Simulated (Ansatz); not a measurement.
According to DFT-PBEsol in the program Ansatz with PAW potentials, FeBiO$_{3}$ in the trigonal phase (R-3; Bi on 6c, Fe on 3a, Fe on 3b, O on 18f) relaxes to a = 5.569 Å, c = 13.407 Å. Fe on 3a has 6 nearest neighbours from 2.00 Å (octahedral); Fe on 3b has 6 nearest neighbours from 2.02 Å (octahedral). Against the elements it lies at -1.19 eV/atom, with no fitted shifts.

The Kohn–Sham gap is 0.18 eV (indirect). The valence maximum lies at L and the conduction minimum at T. Electrons at the band edge weigh 1.1 mₑ (isotropic). The magnetic state found is antiferromagnetic.

An equation-of-state fit gives a bulk modulus of 1100 kbar. Perturbation theory gives ε∞ = 15.3 (xx = yy), 13.6 (zz). Letting the ions move raises it to ε0 = 213 (xx = yy), 149 (zz). Born charges are Bi +4.86, Fe +5.08 to +5.52, O -3.39 e. Without the LO–TO term the highest mode at Γ lies at 567 cm⁻¹.

The start of the workflow was typed in or built on a structure type; neither database checked (COD, Materials Project) lists it. It is not the phase usual at ambient conditions (space group No. 161). Symmetry was held in the PBEsol relaxation, as lowered by the spin order; its stability against distortions is not shown here. Magnetic state: antiferromagnetic, chosen from 5 collinear starts compared on coarse meshes (ties went to the first, and starts can fall back to one state), not a proven ground state. No Hubbard U is applied. Point labels and valley counts follow the cell and symmetry of the run, lower than the named group. The references are the lowest solids computed at this level, not always the standard phases (solids in place of the gases). Scalar-relativistic: spin–orbit coupling is off unless named, which matters more the heavier the elements.

Potentials: the later of the program's two PAW sets.
